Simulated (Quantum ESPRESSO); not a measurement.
# Planted mistakes on one cell of Al3MgSAs3

The results below are calculated, not measured. They come from pw.x of Quantum ESPRESSO 7.5, a plane-wave density functional program, with PseudoDojo standard norm-conserving files (v0.5 for PBE, v0.4.1 for LDA and PBEsol). The cells are made up: elements, strain and atom displacements were drawn at random, and nothing was relaxed. There is no spin polarisation, spin-orbit coupling or dispersion term.

The cell has 8 sites of a zincblende or diamond lattice. Sites 1 to 4 hold Al Al Al Mg; sites 5 to 8 hold S As As As. Cell vectors in Å: (5.875, -0.022, 0.047); (-0.022, 5.849, -0.071); (0.047, -0.071, 5.779). Settings: PBE, cutoff 1143 eV, 4 x 4 x 4 k mesh shifted by half a step, Fermi-Dirac smearing of 0.025 eV.

The intended run has a self-consistency threshold of 1e-07 eV, a smearing term of 0.000 eV, a pressure of -2.82 GPa and 10 iterations. Each further run changes one thing: all lengths scaled by 0.9824; atoms of sites 3 and 4 exchanged; cutoff 680 eV; files of LDA; k mesh 2 x 2 x 2; one electron removed; smearing 0.6 eV; threshold 0.06 eV. A coarse mesh keeps the shift, and a charged cell sits in a uniform background.

```
run  change of free energy (eV)  smearing term -TS (eV)  change of P (GPa)  largest change of a force component (eV/Å)  iterations
  A                      -0.618                  -2.138               0.99                                       0.252          10
  B                       5.875                   0.000              -3.09                                       0.069          10
  C                      -0.091                   0.000               2.94                                       0.121          10
  D                       0.018                   0.000              -1.49                                       0.631           3
  E                       0.045                   0.000               0.00                                       1.049          10
  F                       0.279                   0.000               0.23                                       0.030          10
  G                      -4.857                  -0.009              -7.75                                       0.462          11
  H                      45.548                   0.000            -213.71                                       0.031          10
```

A rerun of the intended cell at 1437 eV and k mesh 6 x 6 x 6 moved values by no more than 0.006 eV in the cell's energy, 0.02 GPa in stress and 0.003 eV/Å in force.

Question: which change belongs to which run?

## Worked reading

Run D has the fewest iterations, as a run stopped early does. Run A has the largest smearing term, as wide smearing gives. Run H has a higher energy and the largest fall in pressure, as too small a basis gives. Run C changes the volume by a factor of 0.9481; minus its pressure change over the logarithm of that factor, 55 GPa, is a rough bulk modulus with clamped atoms. Energies from files of another functional, or of a charged cell, have another zero and say nothing on stability; the pressure of a charged cell rests on the program's zero of potential too.

## Key

| run | change |
| --- | --- |
| A | smearing 0.6 eV |
| B | files of LDA |
| C | all lengths scaled by 0.9824 |
| D | threshold 0.06 eV |
| E | atoms of sites 3 and 4 exchanged |
| F | k mesh 2 x 2 x 2 |
| G | one electron removed |
| H | cutoff 680 eV |